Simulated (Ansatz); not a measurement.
A geometry of Ta away from equilibrium: step 3 of the relaxation of a generated cell, Ta placed in the AFLOW prototype A_oP8_62_2c (A_c). Level of theory: PBEsol (plane waves to 420 eV, PAW, scalar-relativistic; Ansatz, a program for electronic structure). Γ-centred k-mesh 5×7×7 on the run's cell (coarser than for final values), Fermi–Dirac smearing 0.05 eV.

```xyz
8
Lattice="6.4062 0.0000 0.0000 0.0000 4.7170 0.0000 0.0000 0.0000 4.7467" Properties=species:S:1:pos:R:3:forces:R:3 pbc="T T T" free_energy=-78457.883 pressure_GPa=0.6
Ta     3.1670     1.1793     1.3373    0.5798    0.0000   -0.9554
Ta     6.3701     1.1793     1.0361    0.5798    0.0000    0.9554
Ta     3.2392     3.5378     3.4094   -0.5798    0.0000    0.9554
Ta     0.0361     3.5378     3.7106   -0.5798    0.0000   -0.9554
Ta     1.4385     1.1793     3.3798    1.4415    0.0000    0.9986
Ta     4.6416     1.1793     3.7402    1.4415    0.0000   -0.9986
Ta     4.9676     3.5378     1.3669   -1.4415    0.0000   -0.9986
Ta     1.7646     3.5378     1.0065   -1.4415    0.0000    0.9986
```

Positions in Å, forces in eV/Å, free energy of the cell in eV (comparable only within this code, potentials and settings). Largest force: 1.75 eV/Å, on Ta5, Ta6, Ta7, Ta8 (atoms numbered as listed); the geometry lies 0.18 eV/atom above the end of its relaxation.

No spin polarisation in the result.

The run could not lose the symmetry of its start.
